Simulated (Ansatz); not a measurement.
A relaxed cell of GeCl3 is given with its symmetry left out. The cell was found from a structure generator's guess, not taken from experiment.

Computed with Ansatz 0.2.0, DFT PBE, scalar-relativistic, plane waves, PAW. Cutoff 420 eV, Γ-centred mesh, Gaussian smearing, no spin polarisation.

```yaml
crystal:
  lattice:
    - [4.91223, 0.00000, 0.00000]
    - [0.00000, 4.91223, 0.00000]
    - [0.00000, 0.00000, 4.91223]
  atoms:
    - { symbol: Ge, position: [0.50000, 0.50000, 0.50000] }
    - { symbol: Cl, position: [0.00000, 0.50000, 0.50000] }
    - { symbol: Cl, position: [0.50000, 0.00000, 0.50000] }
    - { symbol: Cl, position: [0.50000, 0.50000, 0.00000] }
```

The zero of energy is the elements' standard structures at the same level (Cl₂ as a molecule); no fitted shifts are applied.

Question: What space group does it have?

Answer: Pm-3m (No. 221), the ReO3 type. Conventional cell: a = 4.912 Å. Ge has 6 Cl at 2.46 Å; Cl has 2 Ge at 2.46 Å.

Question: How far does it lie from the elements in energy?

Answer: −0.63 eV/atom. A negative formation energy is needed for stability but isn't enough: competing phases decide.

Question: Is it a metal?

Answer: Yes, bands cross the Fermi level on the 10×10×10 mesh.

The last run used a 10×10×10 mesh for its 4-atom cell and Gaussian smearing of 0.10 eV. An odd number of electrons in the primitive cell allows no gap without spin; a larger cell or a magnetic state could open one. Symmetry constrained the relaxation, so the result can be a saddle point.
